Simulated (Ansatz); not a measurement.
Ru (simple cubic, Pm-3m) at seven volumes, plane-wave PAW r²SCAN (Ansatz code), scaled uniformly. One row is withheld.

| V (Å³/atom) | P (GPa) |
|---|---|
| 14.060 | 28.33 |
| 14.524 | 17.24 |
| 14.987 | 7.89 |
| 15.451 | 0.00 |
| 15.914 | -6.64 |
| 16.378 | ? |
| 16.841 | -16.92 |

Q: Fit the shown pressures and predict the withheld one.

A: P = (3/2)B₀(x^(7/2) − x^(5/2))[1 + (3/4)(B′ − 4)(x − 1)] with x = (V₀/V)^(2/3). Least squares on the six rows gives V₀ = 15.451 Å³/atom, B₀ = 241 GPa, B′ = 4.70. At V = 16.378, x = 0.9619 and P = -12.25 GPa. The run itself gave -12.23 GPa.

The cell is a constructed one: a structure type filled with these elements; neither database checked (COD, Materials Project) lists it. It is not the phase usual at ambient conditions (space group No. 194). The cell was relaxed with r²SCAN under the symmetry of its start; its stability against distortions is not shown here. No spin polarisation was allowed.

Potentials: the later of the program's two PAW sets.
